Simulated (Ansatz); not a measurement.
Relax this structure to zero stress and force, keeping its symmetry:

```yaml
crystal:
  lattice:
    - [3.17000, 0.00000, 0.00000]
    - [-1.58500, 2.74530, 0.00000]
    - [0.00000, 0.00000, 3.53300]
  atoms:
    - { symbol: Zr, position: [0.00000, 0.00000, 0.00000] }
    - { symbol: B, position: [0.33333, 0.66667, 0.50000] }
    - { symbol: B, position: [0.66667, 0.33333, 0.50000] }
```

Theory: DFT r2SCAN, scalar-relativistic, plane waves, PAW in Ansatz.

Plane waves to 500 eV, a k mesh through Γ of 18×18×12 on the computed 3-atom cell and Gaussian smearing (0.10 eV); no spin polarisation.

Task: What does it relax to?

Result: The volume increases by 0.04 Å³/atom to 10.28 Å³/atom, and the energy falls by 0.3 meV/atom. Final structure:
```cif
data_structure
_symmetry_space_group_name_H-M 'P 1'
_symmetry_Int_Tables_number 1
_cell_length_a 3.1674
_cell_length_b 3.1674
_cell_length_c 3.5512
_cell_angle_alpha 90.000
_cell_angle_beta 90.000
_cell_angle_gamma 120.000
_cell_volume 30.85
loop_
_atom_site_label
_atom_site_type_symbol
_atom_site_fract_x
_atom_site_fract_y
_atom_site_fract_z
_atom_site_occupancy
Zr1 Zr 0.00000 0.00000 0.00000 1
B1 B 0.33333 0.66667 0.50000 1
B2 B 0.66667 0.33333 0.50000 1
```

Cost: 1 run of about 1.1 core-minutes, on Arm Neoverse V2 (shared hosts).